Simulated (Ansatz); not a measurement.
**YbB2, a database entry at a rescaled volume**

```
CELL_PARAMETERS angstrom
1.61796 2.80239 0.00000
-1.61796 2.80239 0.00000
0.00000 0.00000 3.71500
ATOMIC_POSITIONS crystal
Yb 0.00000 0.00000 0.00000
B 0.33330 0.33340 0.50000
B 0.66660 0.66670 0.50000
```

Method: PBE, no spin polarisation; PAW, plane waves to 420 eV, 8×8×6 Γ-centred mesh, fermi-dirac occupations (width 0.1 eV) (Ansatz 0.2.0), atoms fixed.

(1) Are the atoms at rest?

(2) What is the formation energy?

(3) How is the charge shared?

(4) Is the cell too large or too small?

(5) What happens at the Fermi level?

Origin: a database entry at a rescaled volume. Caveats: no spin polarisation, so a magnetic state may lie lower; f levels without a U or exact exchange are poorly placed.

Answers

(1) Nearly at rest: the largest force is 0.001 eV/Å.

(2) -0.37 eV an atom against the elements' usual phases (free molecules for gases, crystals otherwise, with no correction for O₂ or N₂), so it is bound against them; other compounds may still compete. Relaxing would lower it.

(3) Bader charges in e: Yb +1.37, B -0.69. In the mean Yb gives up most and B takes most.

(4) The pressure is 4.6 GPa (compression positive), so with the atoms held at these fractions the cell would first expand. The principal stresses 1.9, 1.9, 10.0 GPa differ, so its shape would change too.

(5) It is a metal, with about 2.9 states/eV a cell as the mean within 0.25 eV of the Fermi level, mostly Yb f (60 %), B p (25 %) and Yb d (13 %).
